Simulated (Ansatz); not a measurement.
Nb$_{2}$InC:
Space group P6₃/mmc (No. 194); a = b = 3.159 Å, c = 14.328 Å, α = β = 90.00°, γ = 120.00°

```json
[
 {"atom": "Nb", "site": "4f", "symmetry": "3m.", "x": "0.3333", "y": "0.6667", "z": "0.0826"},
 {"atom": "In", "site": "2d", "symmetry": "-6m2", "x": "0.6667", "y": "0.3333", "z": "0.2500"},
 {"atom": "C", "site": "2a", "symmetry": "-3m.", "x": "0.0000", "y": "0.0000", "z": "0.0000"}
]
```

Relaxed with PBEsol.

Question: Which orbitals make up the states near the Fermi level in the program Ansatz at the PBEsol level (PAW)?

Answer: Within 0.5 eV of the Fermi level: Nb 4d 83 %, In 5p 9 %. Projections are on Löwdin-orthogonalised atomic valence shells; empty p or d shells of many metals are not among them.

Question: Tabulate the density of states.

Answer: States/eV per cell of 8 atoms, in 0.25 eV bins, energy from the Fermi level.

| E (eV) | total | Nb 4d | C 2p | In 5p |
|---|---|---|---|---|
| -7.85 | 0.86 | 0.11 | 0.02 | 0.25 |
| -7.60 | 0.85 | 0.12 | 0.02 | 0.26 |
| -7.35 | 0.86 | 0.14 | 0.03 | 0.26 |
| -7.10 | 0.87 | 0.16 | 0.04 | 0.27 |
| -6.85 | 0.91 | 0.19 | 0.06 | 0.26 |
| -6.60 | 1.03 | 0.25 | 0.11 | 0.27 |
| -6.35 | 1.49 | 0.44 | 0.28 | 0.28 |
| -6.10 | 2.36 | 0.84 | 0.65 | 0.29 |
| -5.85 | 2.86 | 1.10 | 0.94 | 0.23 |
| -5.60 | 3.82 | 1.46 | 1.34 | 0.27 |
| -5.35 | 4.50 | 1.72 | 1.69 | 0.27 |
| -5.10 | 5.28 | 2.14 | 1.84 | 0.33 |
| -4.85 | 4.98 | 2.09 | 1.67 | 0.27 |
| -4.60 | 4.49 | 1.87 | 1.77 | 0.16 |
| -4.35 | 6.68 | 2.92 | 3.07 | 0.16 |
| -4.10 | 15.56 | 6.84 | 7.44 | 0.43 |
| -3.85 | 2.66 | 0.78 | 0.99 | 0.27 |
| -3.60 | 0.84 | 0.25 | 0.14 | 0.10 |
| -3.35 | 0.43 | 0.20 | 0.02 | 0.13 |
| -3.10 | 1.94 | 1.51 | 0.05 | 0.22 |
| -2.85 | 3.75 | 2.66 | 0.11 | 0.69 |
| -2.60 | 6.47 | 3.89 | 0.25 | 1.73 |
| -2.35 | 6.74 | 4.13 | 0.33 | 1.69 |
| -2.10 | 5.84 | 3.63 | 0.22 | 1.46 |
| -1.85 | 5.29 | 3.16 | 0.27 | 1.35 |
| -1.60 | 6.73 | 3.91 | 0.35 | 1.80 |
| -1.35 | 3.45 | 2.34 | 0.14 | 0.70 |
| -1.10 | 3.07 | 2.52 | 0.05 | 0.27 |
| -0.85 | 3.71 | 3.26 | 0.04 | 0.20 |
| -0.60 | 2.05 | 1.74 | 0.05 | 0.18 |
| -0.35 | 2.91 | 2.46 | 0.09 | 0.26 |
| -0.10 | 3.76 | 3.13 | 0.15 | 0.35 |
| 0.15 | 3.36 | 2.83 | 0.14 | 0.28 |
| 0.40 | 3.74 | 2.94 | 0.22 | 0.31 |
| 0.65 | 5.00 | 4.03 | 0.27 | 0.38 |
| 0.90 | 6.09 | 5.10 | 0.28 | 0.38 |
| 1.15 | 5.20 | 4.11 | 0.31 | 0.41 |
| 1.40 | 5.11 | 4.12 | 0.27 | 0.32 |
| 1.65 | 4.82 | 3.90 | 0.28 | 0.25 |
| 1.90 | 4.63 | 3.54 | 0.25 | 0.38 |
| 2.15 | 7.62 | 6.21 | 0.56 | 0.44 |
| 2.40 | 6.68 | 5.35 | 0.54 | 0.46 |
| 2.65 | 6.99 | 5.41 | 0.63 | 0.56 |
| 2.90 | 5.28 | 3.70 | 0.51 | 0.67 |
| 3.15 | 5.64 | 3.64 | 0.41 | 0.96 |
| 3.40 | 4.92 | 2.96 | 0.43 | 0.79 |
| 3.65 | 4.99 | 2.77 | 0.54 | 0.90 |
| 3.90 | 3.24 | 1.66 | 0.40 | 0.53 |
| 4.15 | 4.19 | 2.00 | 0.57 | 0.52 |
| 4.40 | 4.94 | 2.21 | 0.72 | 0.60 |
| 4.65 | 6.09 | 2.72 | 1.00 | 0.72 |

Space group P6_3/mmc. The workflow started from a Materials Project entry (that database holds measured and hypothetical structures alike); the Crystallography Open Database copy checked does not list it. Whether it is the stable phase at ambient conditions was not checked. Symmetry was held in the PBEsol relaxation; whether a distortion lowers the energy is not shown. The run is not spin-polarised. Scalar-relativistic: spin–orbit coupling is off unless named, which matters more the heavier the elements.

Potentials: the later of the program's two PAW sets.
